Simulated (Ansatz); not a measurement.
## Calculation log, AlCo (Pm-3m) (elastic constants by finite strains)

Method: PBEsol, PAW on Ansatz 0.2.0's default frozen-core files (fitted under PBE), scalar-relativistic.

The cell comes from a PAW relaxation under the same functional.

The structure is one entry of a database and needn't be the stable phase.

Command line:

```sh
ansatz run input.yaml --threads 1 --pin off --max-ram 2560MiB --backend cpu --events-out ev --progress --plain --runs-dir out
```

Input file:

```yaml
crystal:
  lattice:
    - [2.82309257279, 0.0, 0.0]
    - [0.0, 2.82309257279, 0.0]
    - [0.0, 0.0, 2.82309257279]
  atoms:
    - { symbol: Al, position: [0.0, 0.0, 0.0] }
    - { symbol: Co, position: [0.5, 0.5, 0.5] }
kpoints:
  mp_grid: { grid: [16, 16, 16] }
scf:
  occupations: { method: fermi_dirac, width: 0.08 }
hamiltonian:
  xc: pbesol
  pseudopotentials: { kind: paw }
elastic:
  mode: relaxed_ion
  stencil: two_point
  amplitude: 0.005
```

Output:

```
Warning: RAYON_NUM_THREADS=1 ignored (pool sized by the plan → 1); use --threads N
Engine: ansatz 0.2.0, aarch64-unknown-linux-gnu
Pseudopotentials: kind: paw
Pseudopotential: Al, paw, valence charge 3, recommended cutoff 420 eV (normal), Al.paw.azcp
Pseudopotential: Co, paw, valence charge 17, recommended cutoff 420 eV (normal), Co.paw.azcp
Functional definition: PBEsol
  exchange = pbesol_x
  correlation = pbesol_c
Crystal: 2 atoms, lattice volume = 22.500 Å³
Basis set: ecut = 420 eV, 461 PW (Γ), exchange–correlation on 40×40×40 points (8 copies of the dense FFT grid, shifted against one another)
Bands: 14, of which v1, the nominal top of the filled ones, is band 10 counted from 1 (9 counted from 0)
Symmetry: 48 space group operations
Space group: Pm-3m (ITA 221), of the structure as read, at distance tolerance 2.8e-5 Å
k-points: 165 of 4096
Non-local potential: Al, projectors of the file, l = 0: 2, l = 1: 2, l = 2: 1
Non-local potential: Co, projectors of the file, l = 0: 3, l = 1: 2, l = 2: 3, l = 3: 1
PAW form: soft (Blöchl's): semilocal exchange-correlation on the pseudo side does not see the compensation charge
[... 104 lines left out ...]
       305.998    136.782    136.782     -0.000     -0.000     -0.000
       136.782    305.998    136.782     -0.000     -0.000     -0.000
       136.782    136.782    305.998     -0.000     -0.000     -0.000
        -0.000     -0.000      0.000    151.956      0.000      0.000
         0.000      0.000     -0.000      0.000    151.956     -0.000
        -0.000      0.000     -0.000      0.000      0.000    151.956
  reference stress σ⁰ (GPa):     -0.008     -0.008     -0.008     -0.000     -0.000     -0.000
  C* (energy form; C + prestress term) asymmetry max|C*_kj − C*_jk| = 2.842e-14 GPa — a small one proves nothing (zero by symmetry where the batch's group is 432, −43m or m−3m); a large one is finite-difference/SCF noise where ...
  moduli (Voigt/Reuss/Hill, GPa): K = 193.19/193.19/193.19   G = 125.02/115.26/120.14   E = 298.53   ν = 0.242
  mechanically stable: yes (min eigenvalue of sym C = 151.96 GPa)
  strain η (Voigt 11):  stress-route row diagonal C_11 = 306.00 GPa, energy-path curvature d²(F+E_count+ΔE)/dδ²/Ω₀ = 305.41 GPa
         δ    σ_11 (GPa)             F (eV)   n_scf  n_hpsi   n_pw
    -5.000e-3      -1.5828       -5618.7814124       8  120499    461   relax 0 steps, max|allowed force component| 2.54e-29 eV/Å
     5.000e-3       1.4772       -5618.7814387       7  101566    466   relax 0 steps, max|allowed force component| 1.26e-29 eV/Å
  strain η (Voigt 23):  stress-route row diagonal C_44 = 151.96 GPa, energy-path curvature d²(F+E_count+ΔE)/dδ²/Ω₀ = 151.51 GPa
         δ    σ_23 (GPa)             F (eV)   n_scf  n_hpsi   n_pw
    -5.000e-3      -0.7598       -5618.7816953       7  159285    461   relax 0 steps, max|allowed force component| 6.36e-30 eV/Å
     5.000e-3       0.7598       -5618.7816953       7  138224    461   relax 0 steps, max|allowed force component| 5.05e-29 eV/Å
```

The run converged.

Strained cells:

Elastic constants of a crystal by Kohn-Sham DFT: slopes of the stress over finite engineering strains of the given cell, Voigt indices, Cartesian axes as in the input; stress of each strained cell less that at rest, tension positive.

```tsv
strain component	strain	stress xx (GPa)	stress yy (GPa)	stress zz (GPa)	stress yz (GPa)	stress xz (GPa)	stress xy (GPa)	relaxation steps
xx	-0.005	-1.575	-0.6868	-0.6868	0	0	0	0
xx	0.005	1.485	0.6811	0.6811	0	0	0	0
yz	-0.005	-0.0065	-0.0048	-0.0048	-0.7598	0	0	0
yz	0.005	-0.0065	-0.0048	-0.0048	0.7598	0	0	0
```

**Elastic constants**

* Pressure at rest: 0.008 GPa
* Least elastic eigenvalue: 152 GPa
* Elastically stable: yes

| index | elastic (GPa) |
| --- | --- |
| 11 | 306 |
| 12 | 136.8 |
| 44 | 152 |

**Elastic moduli**

Hill averages of a grain aggregate, Debye temperature from the mean sound speed over directions.

| Quantity | Value |
| --- | --- |
| Bulk modulus | 193.2 GPa |
| Shear modulus | 120.1 GPa |
| Young modulus | 298.5 GPa |
| Poisson ratio | 0.2425 |
| Bulk over shear modulus | 1.608 |
| Elastic anisotropy index | 0.4233 |
| Least young modulus | 221.5 GPa |
| Largest young modulus | 361.2 GPa |
| Longitudinal sound speed | 7465 m/s |
| Transverse sound speed | 4353 m/s |
| Elastic debye temperature | 637.2 K |
| Linear compressibility (x, y, z) | 1.725, 1.725, 1.725 1/TPa |
| Zener ratio | 1.796 |
| Cauchy pressure | -15.17 GPa |

Keep in mind: frozen-core PAW files fitted under PBE, their cores solved anew for the functional of the run; responses of metals move with mesh and smearing.

Cost: 42 s on 1 thread of Arm Neoverse V1 (shared host), peak memory 0.48 GiB.
